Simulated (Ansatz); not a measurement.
## Course of a relaxation: Al5TlCl2

A trial structure of Al5TlCl2 was built thus: random cell by space group and Wyckoff sites (P4mm, No. 99). The dimensions are guesses.

```cif
data_structure
_symmetry_space_group_name_H-M 'P 1'
_symmetry_Int_Tables_number 1
_cell_length_a 5.9689
_cell_length_b 5.9689
_cell_length_c 5.5637
_cell_angle_alpha 90.000
_cell_angle_beta 90.000
_cell_angle_gamma 90.000
_cell_volume 198.22
loop_
_atom_site_label
_atom_site_type_symbol
_atom_site_fract_x
_atom_site_fract_y
_atom_site_fract_z
_atom_site_occupancy
Al1 Al 0.80310 0.80310 0.68869 1
Al2 Al 0.19690 0.19690 0.68869 1
Al3 Al 0.19690 0.80310 0.68869 1
Al4 Al 0.80310 0.19690 0.68869 1
Al5 Al 0.50000 0.50000 0.44647 1
Tl1 Tl 0.50000 0.50000 0.86185 1
Cl1 Cl 0.50000 0.00000 0.67366 1
Cl2 Cl 0.00000 0.50000 0.67366 1
```

Method: DFT PBE, scalar-relativistic, plane waves, PAW in Ansatz 0.2.0. Cutoff 420 eV, Gaussian smearing, Γ-centred meshes. Cell and atoms relax first on a coarse mesh and then on a finer one. In between, the cell is made exact in the group found at 0.06 Å. In metals the finer mesh still leaves noise of several meV/atom or more. The steps can't lower the symmetry of their start. No spin polarisation.

Steps on the 4×4×4 mesh (8 atoms, 25 steps). The free energy counts from the last step; some steps are skipped; the plane-wave basis is renewed at times, which shifts energy and pressure.

```csv
step,ΔF (meV/atom),V (Å³/atom),P (GPa),largest force component (eV/Å)
1,1296.2,24.78,25.62,5.533
3,496.4,29.30,6.83,0.922
5,308.2,32.23,1.19,0.326
7,275.8,33.24,0.26,0.215
8,258.6,33.64,-0.17,0.306
10,226.3,33.61,-0.40,0.464
12,182.4,32.78,-0.50,0.563
14,83.2,30.83,-1.01,0.285
16,31.0,28.36,1.02,0.232
18,21.6,28.63,0.18,0.255
19,21.3,29.09,-0.27,0.497
21,7.8,29.75,0.60,0.306
23,4.4,30.33,0.03,0.075
25,0.0,30.28,0.12,0.012
```

Steps on the 6×6×6 mesh (8 atoms, 19 steps). The free energy counts from the last step; some steps are skipped; the plane-wave basis is renewed at times, which shifts energy and pressure.

```
step  ΔF (meV/atom)  V (Å³/atom)  P (GPa)  largest force component (eV/Å)
   1           48.2        30.28     0.08                           0.101
   3           41.3        31.17     0.04                           0.089
   5           20.0        31.96     0.17                           0.072
   7           14.1        32.85     0.20                           0.407
   9           11.7        32.76     0.09                           0.063
  11            3.9        32.75     0.26                           0.005
  13            0.3        33.58     0.06                           0.031
  15            0.2        33.75     0.01                           0.010
  17            0.0        33.75     0.00                           0.004
  19            0.0        33.79     0.00                           0.001
```

The relaxed structure, after a last relaxation on the converged mesh:

```
CELL_PARAMETERS angstrom
5.61275 0.00000 0.00000
0.00000 5.61275 0.00000
0.00000 0.00000 8.63147
ATOMIC_POSITIONS crystal
Al 0.76062 0.76062 0.64967
Al 0.23938 0.23938 0.64967
Al 0.23938 0.76062 0.64967
Al 0.76062 0.23938 0.64967
Al 0.50000 0.50000 0.83226
Tl 0.50000 0.50000 0.21683
Cl 0.50000 0.00000 0.38132
Cl 0.00000 0.50000 0.38132
```

The symmetry stays P4mm (No. 99). The volume per atom grows by 37.2 %, from 24.8 to 34.0 Å³. The shortest distance goes from 2.16 Å (Al–Cl) to 2.60 Å (Al–Al). The ratio c/a of the conventional cell changes by a factor of 1.65. The energy falls by about 1.3 eV/atom (the start's value is from the coarse mesh). The end is written in a standard setting, so origin, axes and order of atoms can differ from the start's. Around Al on a site of symmetry m lie 3 Al at 2.60–2.69 Å, 2 Al at 2.93 Å and 2 Cl at 3.05 Å; Tl is surrounded by 4 Cl at 3.15 Å and 1 Al at 3.32 Å; Cl is surrounded by 4 Al at 3.05 Å and 2 Tl at 3.15 Å; 1 more site not described.

```
Volume per atom                          : 33.99 Å³
Density                                  : 2.50 g/cm³
Energy over the elements                 : +0.06 eV/atom
Gap on the 8×8×6 mesh of the 8-atom cell : 0 eV (a metal)
```

Energies over the elements count from the elements' standard structures at the same level (Cl₂ as a molecule), with no fitted energy shifts.

The last run used Gaussian smearing of 0.10 eV. Spin–orbit coupling, which can matter for Tl, is left out. A structure relaxed within its symmetry needn't be a true minimum. In all, the 4 runs took 8.2 min on 1 thread of AMD EPYC 9R14 (Zen 4), on a shared host.
